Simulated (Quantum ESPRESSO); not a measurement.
Simulation results for MgGa₂SiP₄ (made-up cell)

Calculation on a made-up crystal cell, not a measurement: periodic Kohn-Sham density functional theory in plane waves with PseudoDojo standard norm-conserving scalar-relativistic pseudopotentials, each functional with its own files (v0.5 for PBE, v0.4.1 for LDA and PBEsol), no spin polarisation, no spin-orbit coupling, atoms not relaxed, stress positive in tension, energies less a fixed whole-eV offset for each atom's element; levels are Kohn-Sham levels at fractions of this cell's reciprocal vectors, counted from the reference band (half the neutral cell's valence electrons, rounded up) at Gamma; error bars cover cutoff and k-mesh only, not smearing or the files; added strain carries the atoms with the cell, and shear is the tensor component; each bar is the largest change over components, and at least 0.002 eV, 0.002 eV per angstrom or 0.02 GPa; energies are for the whole cell, and the offsets were chosen from early runs and are not element reference energies. Program: Quantum ESPRESSO 7.5.

MgGa₂SiP₄ (made-up cell)

```xyz
8
Lattice="5.4408 -0.0580 0.0100 -0.0580 5.4713 -0.0472 0.0100 -0.0472 5.3062" Properties=species:S:1:pos:R:3 MgGa2SiP4
Ga    -0.0450    -0.0616    -0.0433
Si    -0.0868     2.7421     2.6501
Mg     2.7295    -0.1090     2.8457
Ga     2.7627     2.6936     0.0251
P      1.3723     1.3398     1.2989
P      1.4139     4.1312     3.9775
P      4.1018     1.2230     3.8815
P      3.9791     4.1475     1.2725
```

| Property | Result |
| --- | --- |
| lattice type | zincblende/diamond |
| functional | pbe |
| cutoff | 1143 eV |
| fermi dirac smearing | 0.025 eV |
| scf tolerance | 1e-07 eV |
| electrons removed | 0 |
| k mesh | 4 x 4 x 4, shifted by half a step |
| free energy less offsets | -0.2482 eV |
| smearing term minus ts | 0 eV |
| scf iterations | 10 |
| pressure | 7.427 GPa |
| stress xx | -7.771 GPa |
| stress yy | -6.565 GPa |
| stress zz | -7.946 GPa |
| stress yz | -0.02355 GPa |
| stress xz | 2.755 GPa |
| stress xy | -6.782 GPa |
| error bar energy | 0.007521 eV |
| error bar stress | 0.02 GPa |
| error bar force | 0.008252 eV/Å |
| error bars from | tighter rerun of a related cell |

Atoms:
```
atoms element  atom site  atom energy offset (eV)
           Ga          1                    -2080
           Si          2                     -115
           Mg          3                    -1617
           Ga          4                    -2080
            P          5                     -189
            P          6                     -189
            P          7                     -189
            P          8                     -189
```

Forces:
```
site  x (eV/Å)  y (eV/Å)  z (eV/Å)
   1    0.8693    0.9388    0.1498
   2     1.203    0.1977   -0.7658
   3   -0.2777     1.186    -3.349
   4   -0.5096   -0.4047   -0.7253
   5    -1.143    0.4899    0.7982
   6    -3.093    -3.655     1.453
   7     1.795     2.733     1.544
   8     1.155    -1.486    0.8948
```
